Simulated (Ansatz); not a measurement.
GaCo:
```xyz
2
Lattice="2.8815 0.0000 0.0000 0.0000 2.8815 0.0000 0.0000 0.0000 2.8815" Properties=species:S:1:pos:R:3 pbc="T T T"
Ga     1.4407     1.4407     1.4407
Co     0.0000     0.0000     0.0000
```

Relaxed with PBE. Special points in fractions of this cell's reciprocal vectors: Γ (0.000, 0.000, 0.000); X (0.000, 0.500, 0.000); M (0.500, 0.500, 0.000); R (0.500, 0.500, 0.500).

### Question
List the band energies nearest the Fermi level at these points for DFT-PBE with spin–orbit coupling in the program Ansatz with PAW potentials.

### Answer
In eV from the Fermi level; about four levels below and three above (degenerate sets whole), none deeper than 8.9 eV; points with the same levels are listed once.

```tsv
k	below	above
Γ	-0.79 -0.79 -0.79 -0.79 -0.67 -0.67	4.93 4.93 5.24 5.24 5.24 5.24
X	-1.73 -1.73 -0.74 -0.74	0.09 0.09 10.45 10.45
M	-1.21 -1.21 -0.26 -0.26	2.23 2.23 3.11 3.11
R	-0.22 -0.22 -0.22 -0.22	0.61 0.61 3.70 3.70
```

Space group Pm-3m (CsCl type). Symmetry was held in the PBE relaxation. The workflow began spin-polarised and lost its moments. The cell computed holds one magnetic atom, so no antiferromagnetic order was within reach.

Potentials: the later of the program's two PAW sets.
